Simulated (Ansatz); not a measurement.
AgI:
```
AgI
1.0
    4.48568     0.00000     0.00000
   -2.24284     3.88471     0.00000
    0.00000     0.00000     7.33908
Ag I
2 2
Direct
  0.33333   0.66667   0.00262
  0.66667   0.33333   0.50262
  0.33333   0.66667   0.37728
  0.66667   0.33333   0.87728
```

Relaxed with LDA. Special points in fractions of this cell's reciprocal vectors: Γ (0.000, 0.000, 0.000); M (0.500, 0.000, 0.000); K (0.333, 0.333, 0.000); A (0.000, 0.000, 0.500); L (0.500, 0.000, 0.500); H (0.333, 0.333, 0.500).

### Question
List the band energies nearest the valence-band maximum at these points for LDA (plane waves, PAW; program Ansatz).

### Answer
In eV from the valence-band maximum; about four levels below and three above (degenerate sets whole), none deeper than 8.9 eV; points with the same levels are listed once.

| k | below | above |
|---|---|---|
| Γ | -0.83 -0.83 -0.09 0.00 0.00 | 1.09 2.39 5.54 5.54 |
| M | -2.52 -2.05 -1.23 -0.83 | 3.17 3.33 4.54 |
| K | -2.89 -2.89 -1.77 -1.77 -1.55 | 3.99 4.53 4.53 |
| A | -0.43 -0.43 -0.43 -0.43 | 2.46 2.46 5.46 5.46 |
| L | -1.44 -1.44 -1.43 -1.43 | 2.99 2.99 4.65 4.65 |
| H | -2.24 -2.24 -1.31 -1.31 | 3.78 3.78 5.42 5.42 |

Space group P6_3mc (wurtzite). The LDA relaxation kept the symmetry of its start; phonons on a q-mesh show no instability. No spin polarisation was allowed. Spin–orbit coupling is left out wherever it is not named.

Potentials: the earlier of the program's two PAW sets.
